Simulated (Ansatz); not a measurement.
# MgMn2V2O8, one structure, two calculations

Cell: a computed structure from the Materials Project (it need not be an observed phase), atoms as given.

```cif
data_structure
_symmetry_space_group_name_H-M 'P 1'
_symmetry_Int_Tables_number 1
_cell_length_a 6.5253
_cell_length_b 5.3188
_cell_length_c 5.3188
_cell_angle_alpha 66.453
_cell_angle_beta 90.000
_cell_angle_gamma 90.000
_cell_volume 169.23
loop_
_atom_site_label
_atom_site_type_symbol
_atom_site_fract_x
_atom_site_fract_y
_atom_site_fract_z
_atom_site_occupancy
Mg1 Mg 0.00000 0.66110 0.66110 1
Mn2 Mn 0.25765 0.00211 0.00211 1
Mn3 Mn 0.74235 0.00211 0.00211 1
V4 V 0.50000 0.64416 0.64416 1
V5 V 0.00000 0.35081 0.35081 1
O6 O 0.20658 0.23760 0.23760 1
O7 O 0.00000 0.72206 0.24538 1
O8 O 0.00000 0.24538 0.72206 1
O9 O 0.50000 0.28674 0.77544 1
O10 O 0.79342 0.23760 0.23760 1
O11 O 0.72568 0.75494 0.75494 1
O12 O 0.50000 0.77544 0.28674 1
O13 O 0.27432 0.75494 0.75494 1
```

Sites (sets of like atoms) are named by element and the number of their first atom in this list.

First run. All values are calculated (Ansatz; DFT, PBE, plane waves and PAW, scalar-relativistic, collinear spin, 420 eV cutoff, Γ-centred 4×5×5 k-points, Fermi–Dirac smearing 0.02 eV), not measured. Start moments as typed (μB): 0 5 -5 0 0 0 0 0 0 0 0 0 0 by atom.

```json
{"site": "Mg", "atom": "1", "V_zz (10²¹ V/m²)": "-2.28", "η": "0.67", "m (μB)": "0.00"}
{"site": "Mn", "atom": "2", "V_zz (10²¹ V/m²)": "-1.62", "η": "0.17", "m (μB)": "4.02"}
{"site": "V4", "atom": "4", "V_zz (10²¹ V/m²)": "-1.84", "η": "0.78", "m (μB)": "0.00"}
{"site": "V5", "atom": "5", "V_zz (10²¹ V/m²)": "4.56", "η": "0.23", "m (μB)": "0.00"}
{"site": "O6", "atom": "6", "V_zz (10²¹ V/m²)": "-2.18", "η": "0.26", "m (μB)": "0.01"}
{"site": "O7", "atom": "7", "V_zz (10²¹ V/m²)": "1.74", "η": "0.94", "m (μB)": "0.00"}
{"site": "O9", "atom": "9", "V_zz (10²¹ V/m²)": "-3.96", "η": "0.52", "m (μB)": "0.00"}
{"site": "O11", "atom": "11", "V_zz (10²¹ V/m²)": "-4.31", "η": "0.58", "m (μB)": "-0.01"}
```

Second run. The same atoms and settings, except that a Hubbard term is added (U = 4.9 eV on Mn d).

(1) What does the second run give?

Results:

(1) 

```
site  atom   V_zz     η  change of V_zz  m (μB)
  Mg     1  -2.26  0.66           +0.02    0.00
  Mn     2  -1.70  0.29           -0.08    4.19
  V4     4  -2.23  0.51           -0.39    0.00
  V5     5   4.39  0.24           -0.17    0.00
  O6     6  -2.20  0.02           -0.02    0.00
  O7     7  -2.12  0.74               –    0.00
  O9     9  -3.72  0.71           +0.24    0.00
 O11    11  -4.16  0.58           +0.15    0.00
```

The largest change of V_zz along a kept axis is on V4, from -1.84 to -2.23. In per cent, |V_zz| changes by -1 on Mg, +5 on Mn, -4 to +21 on V, -6 to +1 on O (all sites that start above 0.5, bar those whose gradient vanishes or changes sign or whose main axis turns by over 40°). Where |V_zz| stays above 0.1 and the axes keep their order, η moves most on V4, from 0.78 to 0.51. On O7 the largest principal value lies along another axis in the second run, so the two V_zz can't be compared directly. The absolute magnetisation of the cell goes from 9.5 to 9.8 μB.

The magnetic order is the one that the run reached from its start moments, not necessarily the measured one.
For the first run: At this cell the principal stresses reach 6 GPa in size with PBE, which can matter for small gradients. The largest force is 0.5 eV/Å, so the atoms aren't at the calculated equilibrium and relaxing them would move these values.
For the second run: The largest force is 1.1 eV/Å, so the atoms aren't at the calculated equilibrium and relaxing them would move these values.
